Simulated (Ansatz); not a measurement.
NaTaO₃:
```xyz
10
Lattice="5.4850 0.0000 0.0000 0.0000 5.4850 0.0000 0.0000 0.0000 3.9540" Properties=species:S:1:pos:R:3 pbc="T T T"
Na     0.0000     2.7425     1.9770
Na     2.7425     0.0000     1.9770
Ta     0.0000     0.0000     0.0000
Ta     2.7425     2.7425     0.0000
O      3.8373     1.0948     0.0000
O      1.6477     4.3901     0.0000
O      4.3901     3.8373     0.0000
O      1.0948     1.6477     0.0000
O      0.0000     0.0000     1.9770
O      2.7425     2.7425     1.9770
```

Cartesian axes are those of the cell as given.

Question: Give the high-frequency dielectric tensor and the Born effective charge tensors of the independent atoms from DFPT, PBEsol in the plane-wave PAW code Ansatz.

Answer: 
ε∞:
```
5.25  0.00  0.00
0.00  5.25  0.00
0.00  0.00  5.28
```
Z* of atom 1 (Na), rows: field, columns: displacement, in e:
```
 1.11  -0.07   0.00
-0.07   1.11   0.00
 0.00   0.00   1.11
```
Z* of atom 3 (Ta), rows: field, columns: displacement, in e:
```
 8.37   1.06   0.00
-1.06   8.37   0.00
 0.00   0.00   8.57
```
Z* of atom 5 (O), rows: field, columns: displacement, in e:
```
-3.96   2.36   0.00
 2.36  -3.96   0.00
 0.00   0.00  -1.59
```
Z* of atom 9 (O), rows: field, columns: displacement, in e:
```
-1.56  -0.16   0.00
 0.16  -1.56   0.00
 0.00   0.00  -6.50
```

Static charges for comparison (Bader): Na1 +0.89, Ta3 +2.90, O5 -1.26, O9 -1.27 e. Born charges measure polarisation by displacement and can exceed these by far.

Space group P4/mbm. The workflow started from a Materials Project entry (that database holds measured and hypothetical structures alike); the Crystallography Open Database files this formula in space group No. 127, but the cells were not matched. Its standing as an ambient phase is unchecked. The PBEsol relaxation kept the symmetry of its start; its stability against distortions is not shown here. The run is not spin-polarised. Spin–orbit coupling is left out wherever it is not named.

Potentials: the later of the program's two PAW sets.
